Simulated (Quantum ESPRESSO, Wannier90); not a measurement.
# HfSi₂ (Cmcm): Wannier90 run

```
begin unit_cell_cart
ang
    3.6467800000    0.0000000000    0.0000000000
    0.0000000000    0.0000000000   -3.6486100000
   -1.8233900000    7.2959450000    0.0000000000
end unit_cell_cart
begin atoms_frac
Hf   0.1057400000 -0.2500000000  0.2114800000
Hf  -0.1057400000  0.2500000000 -0.2114800000
Si  -0.2502100000 -0.2500000000  0.4995800000
Si   0.2502100000  0.2500000000 -0.4995800000
Si  -0.4471700000  0.2500000000  0.1056600000
Si   0.4471700000 -0.2500000000 -0.1056600000
end atoms_frac
```

Cell from Materials Project (mp-1069), symmetrised, no further relaxation. COD (Crystallography Open Database) has an entry of this formula and space group (matched by these alone). Computed values, not measurements, from PBEsol: Quantum ESPRESSO (norm-conserving PseudoDojo potentials, cutoff 47 Ry, spinors with spin-orbit coupling) on a Γ-centred 4×4×4 mesh, then Wannier90. Density: 10×8×10 mesh, cold smearing 0.01 Ry.

A tight-binding model is made by disentanglement and projection with no localisation steps (num_iter = 0), so the 68 orbitals stay atom-like: hydrogen-like Hf: s;p;d; Si: s;p, axes along x, y, z; frozen window up to 3.00 eV relative to the Fermi level. It follows pw.x to 30 meV rms for states up to 1.0 eV relative to the Fermi level. Matrix elements depend on this choice of orbitals and windows. The run ended at its step limit with the spread still drifting slowly, so a lower minimum may lie further on.

Problem. What are the on-site energies relative to the Fermi level, and how fast do the hoppings decay?

Solution. 
| atom | orbitals | energy (eV) |
|---|---|---|
| Hf1 | s↑ s↓ | 2.83 |
| Hf1 | pz↑ pz↓ | 8.12 |
| Hf1 | px↑ px↓ | 7.90 |
| Hf1 | py↑ py↓ | 7.01 |
| Hf1 | dz2↑ dz2↓ dxy↑ dxy↓ | 2.20 |
| Hf1 | dxz↑ dxz↓ | 2.35 |
| Hf1 | dyz↑ dyz↓ | 2.15 |
| Hf1 | dx2-y2↑ dx2-y2↓ | 1.93 |
| Hf2 | s↑ s↓ | 2.83 |
| Hf2 | pz↑ pz↓ | 8.11 |
| Hf2 | px↑ px↓ | 7.90 |
| Hf2 | py↑ py↓ | 7.01 |
| Hf2 | dz2↑ dz2↓ dxy↑ dxy↓ | 2.20 |
| Hf2 | dxz↑ dxz↓ | 2.34 |
| Hf2 | dyz↑ dyz↓ | 2.16 |
| Hf2 | dx2-y2↑ dx2-y2↓ | 1.93 |
| Si3 | s↑ s↓ | -4.46 |
| Si3 | pz↑ pz↓ py↑ | 1.99 |
| Si3 | px↑ px↓ | 2.04 |
| Si3 | py↓ | 2.00 |
| Si4 | s↑ s↓ | -4.46 |
| Si4 | pz↑ pz↓ | 1.99 |
| Si4 | px↑ px↓ | 2.04 |
| Si4 | py↑ py↓ | 2.00 |
| Si5 | s↑ s↓ | -4.31 |
| Si5 | pz↑ | 2.45 |
| Si5 | pz↓ | 2.42 |
| Si5 | px↑ px↓ | 2.34 |
| Si5 | py↑ py↓ | 1.47 |
| Si6 | s↑ s↓ | -4.31 |
| Si6 | pz↑ | 2.42 |
| Si6 | pz↓ | 2.45 |
| Si6 | px↑ px↓ | 2.34 |
| Si6 | py↑ py↓ | 1.46 |

```json
[
 {"distance of the centres (Å)": "2–3", "largest modulus (eV)": "2.0"},
 {"distance of the centres (Å)": "3–4", "largest modulus (eV)": "1.3"},
 {"distance of the centres (Å)": "4–5", "largest modulus (eV)": "0.47"},
 {"distance of the centres (Å)": "5–6", "largest modulus (eV)": "0.45"},
 {"distance of the centres (Å)": "6–7", "largest modulus (eV)": "0.35"}
]
```
